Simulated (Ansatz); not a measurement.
Calculated with Ansatz: Li4ScIn2, relaxation

Input:

```yaml
crystal:
  lattice:
    - [4.8493, 0.0, 0.0]
    - [-2.42465, 4.199624, 0.0]
    - [-2.42465, 1.399875, 6.639147]
  atoms:
    - { symbol: In, position: [0.40695, 0.59305, 0.22085] }
    - { symbol: In, position: [0.26645, 0.73355, 0.79935] }
    - { symbol: Sc, position: [0.1244, 0.8756, 0.3732] }
    - { symbol: Li, position: [0.836, 0.164, 0.508] }
    - { symbol: Li, position: [0.7006, 0.2994, 0.1018] }
    - { symbol: Li, position: [0.9967, 0.0033, 0.9901] }
    - { symbol: Li, position: [0.541, 0.459, 0.623] }
  symmetry: { tolerance: 0.0003 }
kpoints:
  mp_grid: { grid: [6, 6, 6], shift: [0, 0, 0] }
magnetization:
  spin_polarized: false
scf:
  occupations: { method: fermi_dirac, width: 0.0657 }
  lower_state_search: "off"
hamiltonian:
  pseudopotentials: { kind: paw }
  xc: pbesol
basis:
  ecutwfc: 420
  fft_grid_basis: typed
relax:
  max_steps: 80
  f_tol: 0.03
output:
  forces: true
  stress: true
  eigenvalues: true
  bader: false
  populations: true
  elf: true
  write_potential: true
  volumetric_format: npy
  dos:
    e_range: [-12, 8]
    de: 0.05
    projected: { site_lists: { In: [In], Li: [Li], Sc: [Sc] } }
  write_density: true
checkpoint:
  read: saved_state
```

The command:

```bash
ansatz run input.yaml --threads 2 --pin off --max-ram 3584MiB --backend cpu --events-out ev --progress --plain --runs-dir out
```

Origin of the cell: a known structure type with other elements, at an estimated volume, so it need not be a known compound.

The saved state is a converged single point of the same cell.

Output (shortened):

```
SCF iter   1: F=—  HF=-13975.588213 eV  Δρ=3.73e-4  dr2=2.87e-4
SCF iter   2: F=—  HF=-13975.588240 eV  Δρ=2.24e-4  dr2=1.37e-4
SCF iter   3: F=—  HF=-13975.588236 eV  Δρ=4.34e-5  dr2=2.96e-6
SCF iter   4: F=—  HF=-13975.588236 eV  Δρ=1.08e-5  dr2=3.06e-7
SCF iter   5: F=-13975.588235 eV  HF=-13975.588235 eV  Δρ=3.08e-6  dr2=2.90e-8
SCF iter   6: F=-13975.588235 eV  HF=-13975.588235 eV  Δρ=7.69e-7  dr2=1.90e-9
relax step   1: F+E_penalty+E_count = -13975.588235 eV  Δ(F+E_penalty+E_count) = +0.000e0 eV  max|allowed force component| = 1.279e0 eV/Å  Δτ_max = 0.0000 Å  (6 SCF iters, accepted)
relax step   2: F+E_penalty+E_count = -13975.856501 eV  Δ(F+E_penalty+E_count) = -2.683e-1 eV  max|allowed force component| = 5.990e-1 eV/Å  Δτ_max = 0.1948 Å  (6 SCF iters, dr2 threshold 1.00e-4 eV, accepted)
relax step   3: F+E_penalty+E_count = -13975.954077 eV  Δ(F+E_penalty+E_count) = -9.758e-2 eV  max|allowed force component| = 8.915e-2 eV/Å  Δτ_max = 0.1950 Å  (6 SCF iters, dr2 threshold 2.24e-5 eV, accepted)
relax step   4: F+E_penalty+E_count = -13975.958735 eV  Δ(F+E_penalty+E_count) = -4.659e-3 eV  max|allowed force component| = 3.026e-2 eV/Å  Δτ_max = 0.0459 Å  (6 SCF iters, accepted)
relax step   5: F+E_penalty+E_count = -13975.958873 eV  Δ(F+E_penalty+E_count) = -1.379e-4 eV  max|allowed force component| = 3.800e-3 eV/Å  Δτ_max = 0.0077 Å  (6 SCF iters, accepted)
SCF 5 converged in 6 iterations: F = -13975.958873 eV  dr2 = 6.50e-10
SCF converged after 6 iterations
Free energy (F): -13975.958873 eV
Harris-Foulkes:  -13975.958873 eV  (|F-HF|=3.13e-10)
Internal energy: -13975.911390 eV  (E = F + TS)
E sigma→0 (E₀):  -13975.935132 eV
Entropy (-TS):   -0.047483 eV (-6.783 meV/atom)
Fermi energy:    6.451950 eV
--- Per-component energies (eV) ---
  E_band       = -635.690632
  E_kinetic    = 835.474648
  E_local      = -4100.717956  (includes V_loc(G=0)·N_el)
  E_nonlocal   = 685.261234
  E_hartree    = 1546.490204
  E_xc         = -573.766299
  E_vxc        = -384.659215  (∫ρ·V_xc dr)
  E_paw        = -9175.475267  (= ΣΔE_a)
  E_vpaw       = -764.030103  (= ΣTr[D̂ρ^β])
  E_aug_tail   = 0.000117  (compensation charges beyond the density's cutoff)
  E_ewald      = -3193.778903
  E_core_change = 0.600830  (= ΣΔE_core)
  E_smearing   = -0.047483  (= −TS)
  Σ components = -13975.958873   (vs F -13975.958873, Δ=0.00e0)
--- Forces (eV/Å), atoms counted from 1 ---
  atom   1  In    -0.000000     0.000000     0.002880
  atom   2  In     0.000000    -0.000000    -0.003799
  atom   3  Sc     0.000000     0.000000     0.002831
  atom   4  Li     0.000000    -0.000000    -0.002228
  atom   5  Li     0.000000     0.000000     0.001441
  atom   6  Li     0.000000     0.000000     0.000944
  atom   7  Li    -0.000000    -0.000000    -0.002064
  max |Σ_I F_I| component: 4.67e-6 eV/Å
--- Stress (GPa, compression-positive) ---
       -1.047588       0.000000      -0.000000
        0.000000      -1.047588       0.000000
       -0.000000       0.000000       1.514821
  P = ⅓ Tr σ = -0.1935 GPa (-1.935 kbar)
--- Relaxed structure (5 steps of the walk, 5 accepted, 0 SCFs on fresh bases) ---
  F+E_penalty+E_count = -13975.958873 eV   max|allowed force component| = 3.800e-3 eV/Å
  atoms:
    - { symbol: In, position: [0.412129, 0.587871, 0.236386] }
    - { symbol: In, position: [0.268792, 0.731208, 0.806377] }
    - { symbol: Sc, position: [0.126071, 0.873929, 0.378213] }
    - { symbol: Li, position: [0.842104, 0.157896, 0.526313] }
    - { symbol: Li, position: [0.696963, 0.303037, 0.090888] }
    - { symbol: Li, position: [0.974581, 0.025419, 0.923743] }
    - { symbol: Li, position: [0.551460, 0.448540, 0.654380] }
--- Löwdin populations: 7 sites ---
  site symbol       q [e]
     0     In     14.3040
     1     In     14.2401
     2     Sc     10.4126
     3     Li      2.5028
     4     Li      2.3635
     5     Li      2.3794
     6     Li      2.4203
  spilling = 0.007699 (of n_electrons = 49.000000)
```

The starting structure.

Space group R3m (No. 160); the run's cell has a = 4.849 Å, b = 4.849 Å, c = 7.205 Å, α = 70.34°, β = 109.66°, γ = 120.00°. Shortest distances: Li–Sc 2.54 Å, In–Li 2.67 Å, Li–Li 2.70 Å, In–In 2.80 Å, In–Sc 2.83 Å.

The relaxed structure.

Space group R3m (No. 160); the run's cell has a = 4.849 Å, b = 4.849 Å, c = 7.205 Å, α = 70.34°, β = 109.66°, γ = 120.00°. Shortest distances: Li–Li 2.64 Å, In–Li 2.78 Å, In–Sc 2.84 Å, In–In 2.85 Å, Li–Sc 2.97 Å.

```
Free energy lowered by                                                                 : 52.9 meV/atom
Final pressure                                                                         : -0.19 GPa
Relaxation steps listed                                                                : 5
Formation energy (elements under the same functional, gases as molecules, uncorrected) : -0.252 eV/atom
```

Caveats: no moments, though an odd count or open d shells may carry them; the SCF threshold is looser than advised for a stress; the relaxation held the start's symmetry, so the end may be a saddle point.

Time: 35 s on 2 threads of Intel(R) Xeon(R) Platinum 8375C CPU @ 2.90GHz (Ice Lake) (shared host), peak memory 0.54 GiB, from a saved density.
